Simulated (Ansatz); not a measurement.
Method: DFT PBE, scalar-relativistic, plane waves, PAW in Ansatz. All cells share a 420 eV cutoff and Γ-centred k meshes spaced at most about 0.3 Å⁻¹ (about 0.25 or finer for metals, 2π included). No spin polarisation in the final relaxations.

All energies are static (0 K, no zero-point motion).

Two relaxed structures of MgCd₂SeS₂:

A.

```cif
data_structure
_symmetry_space_group_name_H-M 'P4/mmm'
_symmetry_Int_Tables_number 123
_cell_length_a 5.1416
_cell_length_b 5.1416
_cell_length_c 5.5518
_cell_angle_alpha 90.000
_cell_angle_beta 90.000
_cell_angle_gamma 90.000
_cell_volume 146.77
loop_
_atom_site_label
_atom_site_type_symbol
_atom_site_symmetry_multiplicity
_atom_site_Wyckoff_symbol
_atom_site_fract_x
_atom_site_fract_y
_atom_site_fract_z
_atom_site_occupancy
Mg1 Mg 1 b 0.00000 0.00000 0.50000 1
Cd1 Cd 2 h 0.50000 0.50000 0.25877 1
Se1 Se 1 a 0.00000 0.00000 0.00000 1
S1 S 2 f 0.00000 0.50000 0.00000 1
```

B.

```cif
data_structure
_symmetry_space_group_name_H-M 'P4/mmm'
_symmetry_Int_Tables_number 123
_cell_length_a 5.2734
_cell_length_b 5.2734
_cell_length_c 5.4523
_cell_angle_alpha 90.000
_cell_angle_beta 90.000
_cell_angle_gamma 90.000
_cell_volume 151.62
loop_
_atom_site_label
_atom_site_type_symbol
_atom_site_symmetry_multiplicity
_atom_site_Wyckoff_symbol
_atom_site_fract_x
_atom_site_fract_y
_atom_site_fract_z
_atom_site_occupancy
Mg1 Mg 1 a 0.00000 0.00000 0.00000 1
Cd1 Cd 2 e 0.00000 0.50000 0.50000 1
Se1 Se 1 b 0.00000 0.00000 0.50000 1
S1 S 2 h 0.50000 0.50000 0.75866 1
```

Task: Which arrangement of the elements on these sites is preferred, and by what margin?

Result: B is lower, by 49 meV/atom. The two share one framework of sites and differ in which element sits where. A has space group P4/mmm (No. 123), 24.5 Å³/atom and no gap on its mesh; B has space group P4/mmm (No. 123), 25.3 Å³/atom and no gap. Counting S or Se atoms around Cd and Mg (for each partner element, those within 1.25 times its shortest distance or 1.15 times the sum of covalent radii, where it is the nearest in units of that sum or under 1.3; a plus sign parts groups by distance over the sum of covalent radii; the shortest distance is added where it exceeds 1.18 times the sum of covalent radii), A has Mg 2, Cd 4 from 2.9 Å and B has Mg 2, Cd 2+4. The lower one is the more open, so pressure narrows the difference. Both come from invented guesses. A third cell relaxed alike, in P-4m2, lies 0.52 eV/atom below the lower of the two.

A magnetic state wasn't ruled out in cells without spin, among them P4/mmm at 24.5 Å³/atom. Cells relaxed within their symmetry can be saddle points.
